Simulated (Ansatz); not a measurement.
Relaxed-ion elastic tensor of Sr3AsN (anti-perovskite, space group No. 221) in GPa (Voigt order), DFT-PBEsol in the program Ansatz with PAW potentials; density 4.56 g/cm³, 25.63 Å³ per atom.

```
 122  17.1  17.1   0.0   0.0   0.0
17.1   122  17.1   0.0   0.0   0.0
17.1  17.1   122   0.0   0.0   0.0
 0.0   0.0   0.0  36.4   0.0   0.0
 0.0   0.0   0.0   0.0  36.4   0.0
 0.0   0.0   0.0   0.0   0.0  36.4
```

**Question.** Is the crystal mechanically stable?

**Answer.** Yes: the smallest eigenvalue of C is 36.4 GPa.

**Question.** Work out the Voigt, Reuss and Hill averages.

**Answer.** K_V = 52.0, K_R = 52.0, K_H = 52.0; G_V = 42.8, G_R = 41.5, G_H = 42.2 GPa.

**Question.** Give Young's modulus, Poisson's ratio, Pugh's ratio and the universal anisotropy index.

**Answer.** E = 9KG/(3K + G) = 99.6 GPa; ν = 0.18; K/G = 1.23 (brittle by the Pugh limit of 1.75); A_U = 5G_V/G_R + K_V/K_R − 6 = 0.16.

**Question.** Estimate the sound speeds and the Debye temperature.

**Answer.** v_l = √((K + 4G/3)/ρ) = 4870 m/s, v_t = √(G/ρ) = 3040 m/s, mean 3350 m/s; Θ = (h/k)(3n/4πV)^(1/3) v_m = 338 K.

**Question.** Give the Zener ratio and Young's modulus along [100], [110] and [111].

**Answer.** A = 2C44/(C11 − C12) = 0.69; 1/E = S11 − 2(S11 − S12 − S44/2)Γ with Γ = 0, 1/4, 1/3 gives 118, 94.5, 88.6 GPa.

Space group Pm-3m (anti-perovskite). The workflow started from a Materials Project entry (that database holds measured and hypothetical structures alike); the Crystallography Open Database copy checked does not list it. Whether it is the stable phase at ambient conditions was not checked. Symmetry was held in the PBEsol relaxation; its stability against distortions is not shown here.

Potentials: the later of the program's two PAW sets.
